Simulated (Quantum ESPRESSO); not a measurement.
Si3O4FN, input and log of a self-consistent run

A calculation, not a measurement. The program is pw.x of Quantum ESPRESSO 7.5 (plane-wave density functional theory). The cell is made up: 9 atoms on a quartz lattice, with randomly drawn elements, strain and displacements, not relaxed. PseudoDojo standard norm-conserving files (v0.5 for PBE, v0.4.1 for LDA and PBEsol) set the functional; there is no spin polarisation, spin-orbit coupling or dispersion term, and the masses in the input are unused placeholders.

Input:

```
&control calculation='scf', pseudo_dir='./dojo.nc.sr.pbe.v0_5.standard.upf', outdir='./o', disk_io='low', tprnfor=.true., tstress=.true. /
&system ibrav=0, nat=9, ntyp=4, nbnd=30, ecutwfc=84.00895049, nosym=.true., tot_charge=0,
 occupations='smearing', smearing='fd', degauss=0.0018374661
/
&electrons conv_thr=7.350e-09, electron_maxstep=60, /
ATOMIC_SPECIES
F 1.0 F.upf
N 1.0 N.upf
O 1.0 O.upf
Si 1.0 Si.upf
CELL_PARAMETERS angstrom
4.9359 -0.0717 0.0241
-2.53 4.4515 -0.0379
0.0264 -0.0328 5.5482
ATOMIC_POSITIONS angstrom
Si 2.4315 -0.2394 3.6133
Si -1.2552 2.1233 1.7905
Si 1.1359 2.3586 -0.0241
O 1.3111 1.112 4.4008
O 3.2564 0.6472 2.577
F 2.7021 2.5647 0.6323
O 0.2585 1.7217 1.2921
N -1.0623 3.2441 3.0138
O 0.6151 3.6815 4.8447
K_POINTS automatic
5 5 4 1 1 1
```

The log is shortened where brackets say so; the opening notice, blank lines, dates and the lines on written files are dropped, and the path of the files is cut. It prints rydbergs, bohrs and kilobars, and counts compression as positive stress. With no partly filled state, the Fermi energy that it prints is only some level between the filled and the empty states on the mesh, and need not lie in the true gap.

```
     Program PWSCF v.7.5
     Parallel version (MPI & OpenMP), running on       4 processor cores
     Number of MPI processes:                 4
     Threads/MPI process:                     1
     [start-up lines left out]
     bravais-lattice index     =            0
     lattice parameter (alat)  =       9.3286  a.u.
     unit-cell volume          =     815.8236 (a.u.)^3
     number of atoms/cell      =            9
     number of atomic types    =            4
     number of electrons       =        48.00
     number of Kohn-Sham states=           30
     kinetic-energy cutoff     =      84.0090  Ry
     charge density cutoff     =     336.0358  Ry
     scf convergence threshold =      7.3E-09
     mixing beta               =       0.7000
     number of iterations used =            8  plain     mixing
     Exchange-correlation= PBE
                           (   1   4   3   4   0   0   0)
     [axes and pseudopotential details left out]
   Cartesian axes
     site n.     atom                  positions (alat units)
         1        Si     tau(   1) = (   0.4925575  -0.0484961   0.7319589  )
         2        Si     tau(   2) = (  -0.2542703   0.4301243   0.3627079  )
         3        Si     tau(   3) = (   0.2301033   0.4777899  -0.0048820  )
         4        O      tau(   4) = (   0.2655941   0.2252617   0.8914855  )
         5        O      tau(   5) = (   0.6596604   0.1311056   0.5220319  )
         6        F      tau(   6) = (   0.5473739   0.5195403   0.1280872  )
         7        O      tau(   7) = (   0.0523653   0.3487708   0.2617452  )
         8        N      tau(   8) = (  -0.2151938   0.6571687   0.6105160  )
         9        O      tau(   9) = (   0.1246030   0.7457744   0.9814079  )
     number of k points=    50  Fermi-Dirac smearing, width (Ry)=  0.0018
                       cart. coord. in units 2pi/alat
        k(    1) = (   0.1019324   0.1697791   0.1117367), wk =   0.0400000
        k(    2) = (   0.1008650   0.1710664   0.3341855), wk =   0.0400000
     [further k points left out]
     Dense  grid:    84837 G-vectors     FFT dimensions: (  60,  60,  64)
     Estimated max dynamical RAM per process >     172.94 MB
     Estimated total dynamical RAM >     629.61 MB
     Initial potential from superposition of free atoms
     starting charge      47.9981, renormalised to      48.0000
     Starting wfcs are   36 randomized atomic wfcs
     total cpu time spent up to now is        2.4 secs
     per-process dynamical memory:   132.0 Mb
     Self-consistent Calculation
     iteration #  1     ecut=    84.01 Ry     beta= 0.70
     Davidson diagonalization with overlap
     ethr =  1.00E-02,  avg # of iterations =  3.0
     total cpu time spent up to now is        6.0 secs
     total energy              =    -226.96131518 Ry
     estimated scf accuracy    <       2.90843732 Ry
     iteration #  2     ecut=    84.01 Ry     beta= 0.70
     Davidson diagonalization with overlap
     ethr =  6.06E-03,  avg # of iterations =  3.1
     total cpu time spent up to now is        9.4 secs
     total energy              =    -227.48398341 Ry
     estimated scf accuracy    <       3.13673934 Ry
     iteration #  3     ecut=    84.01 Ry     beta= 0.70
     Davidson diagonalization with overlap
     ethr =  6.06E-03,  avg # of iterations =  2.0
     total cpu time spent up to now is       12.3 secs
     total energy              =    -228.17332262 Ry
     estimated scf accuracy    <       0.14783841 Ry
     iteration #  4     ecut=    84.01 Ry     beta= 0.70
     Davidson diagonalization with overlap
     ethr =  3.08E-04,  avg # of iterations =  3.0
     total cpu time spent up to now is       15.6 secs
     total energy              =    -228.19265227 Ry
     estimated scf accuracy    <       0.02301712 Ry
     iteration #  5     ecut=    84.01 Ry     beta= 0.70
     Davidson diagonalization with overlap
     ethr =  4.80E-05,  avg # of iterations =  7.5
     total cpu time spent up to now is       19.8 secs
     total energy              =    -228.19751546 Ry
     estimated scf accuracy    <       0.00277998 Ry
     [iterations 6 to 7 left out]
     iteration #  8     ecut=    84.01 Ry     beta= 0.70
     Davidson diagonalization with overlap
     ethr =  6.70E-08,  avg # of iterations =  2.1
     total cpu time spent up to now is       29.8 secs
     total energy              =    -228.19807819 Ry
     estimated scf accuracy    <       0.00000348 Ry
     iteration #  9     ecut=    84.01 Ry     beta= 0.70
     Davidson diagonalization with overlap
     ethr =  7.25E-09,  avg # of iterations =  3.1
     total cpu time spent up to now is       33.0 secs
     total energy              =    -228.19807903 Ry
     estimated scf accuracy    <       0.00000081 Ry
     iteration # 10     ecut=    84.01 Ry     beta= 0.70
     Davidson diagonalization with overlap
     ethr =  1.70E-09,  avg # of iterations =  2.0
     total cpu time spent up to now is       35.8 secs
     total energy              =    -228.19807905 Ry
     estimated scf accuracy    <       0.00000017 Ry
     iteration # 11     ecut=    84.01 Ry     beta= 0.70
     Davidson diagonalization with overlap
     ethr =  3.55E-10,  avg # of iterations =  2.0
     total cpu time spent up to now is       39.0 secs
     total energy              =    -228.19807908 Ry
     estimated scf accuracy    <       0.00000001 Ry
     iteration # 12     ecut=    84.01 Ry     beta= 0.70
     Davidson diagonalization with overlap
     ethr =  2.81E-11,  avg # of iterations =  3.1
     total cpu time spent up to now is       42.3 secs
     End of self-consistent calculation
          k = 0.1019 0.1698 0.1117 ( 10603 PWs)   bands (ev):
   -25.0342 -16.8363 -15.9618 -15.1819 -13.6207  -9.7961  -9.0547  -5.8973
    -5.5858  -5.3575  -4.5656  -2.7396  -2.0749  -1.4117  -0.9200  -0.3242
     0.1356   0.4441   0.7461   1.0474   1.9564   2.5397   3.6121   4.0385
     6.8992  10.1142  10.3423  10.6964  10.9067  11.3006
     [levels at the other k points left out]
     the Fermi energy is     5.0327 ev
!    total energy              =    -228.19807908 Ry
     estimated scf accuracy    <          2.4E-09 Ry
     smearing contrib. (-TS)   =      -0.00000000 Ry
     internal energy E=F+TS    =    -228.19807908 Ry
     The total energy is F=E-TS. E is the sum of the following terms:
     one-electron contribution =    -112.04200033 Ry
     hartree contribution      =      80.93415438 Ry
     xc contribution           =     -60.83228071 Ry
     ewald contribution        =    -136.25795242 Ry
     convergence has been achieved in  12 iterations
     Forces acting on atoms (cartesian axes, Ry/au):
     atom    1 type  4   force =    -0.01282779    0.29490109    0.04275115
     atom    2 type  4   force =     0.13049884   -0.02445309    0.29358986
     atom    3 type  4   force =    -0.10240547   -0.15837161   -0.10431695
     atom    4 type  3   force =     0.05743285    0.03280404    0.05499109
     atom    5 type  3   force =     0.03005943    0.04312355   -0.08380323
     atom    6 type  1   force =    -0.02802356    0.03223715   -0.05436126
     atom    7 type  3   force =     0.04648811    0.05415965   -0.12319673
     atom    8 type  2   force =    -0.24302404   -0.23438169   -0.19494941
     atom    9 type  3   force =     0.12180162   -0.04001909    0.16929548
     Total force =     0.691786     Total SCF correction =     0.000043
     Computing stress (Cartesian axis) and pressure
          total   stress  (Ry/bohr**3)                   (kbar)     P=       58.52
   0.00085907   0.00054693   0.00074968          126.37       80.46      110.28
   0.00054693   0.00012923   0.00006739           80.46       19.01        9.91
   0.00074968   0.00006739   0.00020504          110.28        9.91       30.16
     init_run     :      2.25s CPU      2.33s WALL (       1 calls)
     electrons    :     39.83s CPU     39.98s WALL (       1 calls)
     forces       :      0.66s CPU      0.66s WALL (       1 calls)
     stress       :      2.20s CPU      2.20s WALL (       1 calls)
     [timing details left out]
     PWSCF        :     45.01s CPU     45.26s WALL
     JOB DONE.
```

In other units: free energy -3104.793 eV for the cell, pressure 5.85 GPa, largest force component 7.582 eV/Å. A rerun of this cell at a cutoff of 1437 eV and k mesh 7 x 7 x 6 moved values by no more than 0.002 eV in energy, 0.02 GPa in stress and 0.002 eV/Å in force.